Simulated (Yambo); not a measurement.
G0W0@PBEsol for CdS (zinc blende, space group F-43m, No. 216) in Yambo. Reference settings: 4×4×4 Γ-centred k mesh, bands 5 to 118 and a 10 Ry block in the screening, 118 bands in G with the Bruneval-Gonze terminator, plasmon pole fitted at 27.2 eV. The PBEsol gap Γ → Γ on this mesh is 1.01 eV; G0W0 gaps are taken between the same points.

Gap (Γ → Γ) in eV against the number of bands and the screening block, terminator on:

| bands (W and G) | 2 Ry | 4 Ry | 6 Ry | 8 Ry | 10 Ry |
|---|---|---|---|---|---|
| 27 | 2.191 | 2.291 | 2.303 | 2.319 | 2.319 |
| 42 | 2.045 | 2.189 | 2.207 | 2.233 | 2.234 |
| 64 | 1.973 | 2.131 | 2.154 | 2.191 | 2.193 |
| 89 | 1.950 | 2.113 | 2.140 | 2.185 | 2.187 |
| 118 | 1.941 | 2.109 | 2.137 | 2.191 | 2.194 |

Rough cost of the Yambo step against the reference (shared machines):

| bands (W and G) | 2 Ry | 4 Ry | 6 Ry | 8 Ry | 10 Ry |
|---|---|---|---|---|---|
| 27 | 1/6 | 1/6 | 1/5 | 1/4 | 1/4 |
| 42 | 1/4 | 1/4 | 1/3 | 1/3 | 1/3 |
| 64 | 1/3 | 1/2 | 1/2 | ~1 | ~1 |
| 89 | ~1 | ~1 | ~1 | ~1 | ~1 |
| 118 | ~1 | ~1 | ~1 | ~1 | 1 |

At the largest block the last step in bands moves the gap by 0.007 eV; at the most bands the last step in the block moves it by 0.003 eV.

Spin-orbit splittings are left out.

Geometry relaxed with PBEsol; primitive cell a = 4.119 Å, b = 4.119 Å, c = 4.119 Å, α = 60.00°, β = 60.00°, γ = 60.00°.
